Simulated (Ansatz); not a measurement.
**Profile along the N–Ta line in TaN (rock salt)**

TaN (rock salt), conventional cell a = 4.3963 Å, b = 4.3963 Å, c = 4.3963 Å, α = 90.00°, β = 90.00°, γ = 90.00°. The calculation uses the primitive cell of 2 atoms, to which meshes and values per cell refer.

Fields along a shortest N–Ta line of a {100} plane (2.20 Å), from N to Ta, interpolated on the slice's grid (step about 0.2 Å). These are r2SCAN (plane waves to 500 eV, PAW, scalar-relativistic; Ansatz, a program for electronic structure) values and carry that method's errors. k mesh 18×18×18. Inside the PAW spheres the values are not all-electron values, and peaks at nuclei hang on which shells count as valence. Spin-orbit coupling is left out, though Ta is heavy. TaN is run without spin polarisation. TaN was relaxed with its symmetry unable to fall. This is a high-temperature form of TaN.

```json
[
 {"distance from N (Å)": "0.00", "valence electron density (e/Å³)": "3.44", "electron localisation function": "x"},
 {"distance from N (Å)": "0.22", "valence electron density (e/Å³)": "3.54", "electron localisation function": "x"},
 {"distance from N (Å)": "0.44", "valence electron density (e/Å³)": "2.71", "electron localisation function": "0.69"},
 {"distance from N (Å)": "0.66", "valence electron density (e/Å³)": "1.39", "electron localisation function": "0.81"},
 {"distance from N (Å)": "0.88", "valence electron density (e/Å³)": "0.71", "electron localisation function": "0.58"},
 {"distance from N (Å)": "1.10", "valence electron density (e/Å³)": "0.53", "electron localisation function": "0.15"},
 {"distance from N (Å)": "1.32", "valence electron density (e/Å³)": "1.07", "electron localisation function": "0.28"},
 {"distance from N (Å)": "1.54", "valence electron density (e/Å³)": "2.81", "electron localisation function": "0.66"},
 {"distance from N (Å)": "1.76", "valence electron density (e/Å³)": "4.40", "electron localisation function": "0.61"},
 {"distance from N (Å)": "1.98", "valence electron density (e/Å³)": "3.92", "electron localisation function": "x"},
 {"distance from N (Å)": "2.20", "valence electron density (e/Å³)": "2.99", "electron localisation function": "x"}
]
```

x: too close to a nucleus for the ELF to mean much.

Density on the N–Ta line (2.20 Å) at its midpoint: 0.53 e/Å³. ELF at that point: 0.15.
